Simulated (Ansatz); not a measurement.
CdF2:
```
CELL_PARAMETERS angstrom
      0.00000     2.69576     2.69576
      2.69576     0.00000     2.69576
      2.69576     2.69576     0.00000
ATOMIC_POSITIONS crystal
  Cd 0.00000 0.00000 0.00000
  F  0.25000 0.25000 0.25000
  F  0.75000 0.75000 0.75000
```

Relaxed with r²SCAN. Special points in fractions of this cell's reciprocal vectors: Γ (0.000, 0.000, 0.000); X (0.500, 0.000, 0.500); U (0.625, 0.250, 0.625); K (0.375, 0.375, 0.750); L (0.500, 0.500, 0.500); W (0.500, 0.250, 0.750).

### Question
List the band energies nearest the valence-band maximum at these points for the program Ansatz at the r²SCAN level (PAW).

### Answer
In eV from the valence-band maximum; about four levels below and three above (degenerate sets whole), none deeper than 8.9 eV; … stands for higher levels left out; points with the same levels are listed once.

```csv
k,below,above
Γ,-0.99 -0.99 -0.99 -0.51 -0.51 -0.51,3.78 …
X,-2.96 -2.96 -0.52 -0.09 -0.09,8.90 10.57 …
U,-2.31 -0.96 -0.35 -0.20,8.85 11.58 …
L,-1.84 -1.84 -0.41 -0.41,8.01 9.70 …
W,-1.52 -1.52 -0.62 0.00,8.97 11.87 …
```

Space group Fm-3m (fluorite). Symmetry was held in the r²SCAN relaxation. Scalar-relativistic: spin–orbit coupling is off unless named, which matters more the heavier the elements.

Potentials: the earlier of the program's two PAW sets. The files were generated under PBE; for other functionals the program regenerates the frozen cores, and for LDA and PBEsol the local potential too.
